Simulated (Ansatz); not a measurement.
HfO₂ (fluorite)

Space group Fm-3m (No. 225); a = b = c = 5.098 Å, α = β = γ = 90.00°

```json
[
 {"atom": "Hf", "site": "4a", "symmetry": "m-3m", "x": "0.0000", "y": "0.0000", "z": "0.0000"},
 {"atom": "O", "site": "8c", "symmetry": "-43m", "x": "0.2500", "y": "0.2500", "z": "0.2500"}
]
```
(The calculation used a cell of 3 atoms; values per cell refer to that cell.)

The volume is varied about the relaxed value V₀ at fixed cell shape. Symmetry pins the atoms to their sites.

The numbers are results of PBE (plane waves to 420 eV, PAW, scalar-relativistic; Ansatz, a first-principles code), not measurements. k mesh 11×11×11 (Γ-centred), Fermi-Dirac smearing 0.05 eV. The energy includes the smearing's −TS. HfO2 is run without spin polarisation. HfO2 was relaxed with its symmetry unable to fall. Spin-orbit coupling is left out, though Hf is heavy. This is a high-temperature form of HfO2. The zero of ΔE is the relaxed starting cell.

```csv
V (Å³/atom),ΔE (meV/atom)
9.935,101.6
10.211,54.5
10.487,23.1
10.763,5.5
11.039,0.0
11.315,5.1
11.591,19.4
11.867,42.0
12.143,71.8
```

Question: What is the fitted pressure derivative B₀′?

Answer: 4.2.

Question: What bulk modulus B₀ follows from a third-order Birch-Murnaghan fit?

Answer: 246 GPa. Check by three points about V = 11.039 Å³/atom, step 0.276: d²E/dV² ≈ (5.5 − 2·0.0 + 5.1) meV / 0.276² = 0.139 eV/Å⁶, and V·d²E/dV² × 160.2 = 246 GPa.

(Under strain, the slope of the energy per volume gives the stress and its curvature an elastic modulus.)
